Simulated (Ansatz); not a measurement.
A distorted cell of NiO (rock salt):

```xyz
2
Lattice="0.0000 2.1087 2.1087 2.1087 0.0000 2.1087 2.1087 2.1087 0.0000" Properties=species:S:1:pos:R:3 pbc="T T T"
O      0.1188     0.1188     0.0000
Ni     2.1087     2.1087     2.1087
```

Calculation: PBE (plane waves to 420 eV, PAW, scalar-relativistic; Ansatz, a quantum-chemistry and plane-wave program). k mesh 15×15×15 (Γ-centred), Fermi-Dirac smearing 0.05 eV. Energies are smeared free energies. Compression counts positive. With partly filled bands, energies and forces of such displacements shift with the k mesh and the smearing. NiO is run spin-polarised and with no Hubbard U; the real compound is an antiferromagnetic insulator, a state that this run doesn't describe. NiO was relaxed with its symmetry unable to fall. Relaxed NiO ends ferromagnetic. The PAW data are Ansatz's earlier set. The magnetic order is the one the run started from; other orders were not tried.

What forces act on the atoms (eV/Å, Cartesian)?


```tsv
atom	Fx	Fy	Fz
O1	-0.187	-0.187	0.000
Ni2	0.187	0.187	0.000
```

Give the stress tensor in GPa and the pressure.


```
    5.2      0.3      0.0
    0.3      5.2      0.0
    0.0      0.0      0.2
```
The pressure, a third of the trace, is 3.5 GPa.

In it atom 1 sits (0.119, 0.119, 0.000) Å away from its relaxed site. What is its energy relative to the relaxed cell?

20 meV/cell.

(A displaced cell: forces are minus the slopes of the energy, force constants its curvatures, and phonons follow from these.)
